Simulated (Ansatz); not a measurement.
Fe$_{13}$Ge$_{3}$:
```
Fe13Ge3
1.0
    5.76099     0.00000     0.00000
    0.00000     5.76099     0.00000
    0.00000     0.00000     5.76099
Fe Ge
13 3
Direct
  0.25423   0.25423   0.74577
  0.74577   0.74577   0.25423
  0.74577   0.25423   0.74577
  0.25423   0.74577   0.25423
  0.74577   0.74577   0.74577
  0.25423   0.25423   0.25423
  0.25423   0.74577   0.74577
  0.74577   0.25423   0.25423
  0.50000   0.00000   0.50000
  0.00000   0.50000   0.50000
  0.50000   0.50000   0.00000
  0.50000   0.50000   0.50000
  0.00000   0.00000   0.00000
  0.50000   0.00000   0.00000
  0.00000   0.50000   0.00000
  0.00000   0.00000   0.50000
```
The run is spin-polarised; directions of the spins, atom by atom: ↑ ↑ ↑ ↑ ↑ ↑ ↑ ↑ ↑ ↑ ↑ ↑ ↑ 0 0 0.

Relaxed with r²SCAN.

Problem. Give the Bader charges and basin volumes of the independent atoms, r²SCAN in the plane-wave PAW code Ansatz.

Solution. 

```tsv
atom	Bader charge (e)	Bader volume (Å³)
Fe1	+0.08	11.3
Fe9	+0.09	11.3
Fe12	+0.09	11.2
Fe13	+0.16	11.5
Ge14	-0.38	14.6
```

Space group Pm-3m. The first step of the workflow began from a Materials Project structure, measured or hypothetical; the Crystallography Open Database copy checked does not list it. Whether it is the stable phase at ambient conditions was not checked. Symmetry was held in the r²SCAN relaxation; its stability against distortions is not shown here. The final state is ferromagnetic, the only order run, not a proven ground state. Other orbital occupations within this spin state were not tried.

Potentials: the later of the program's two PAW sets.
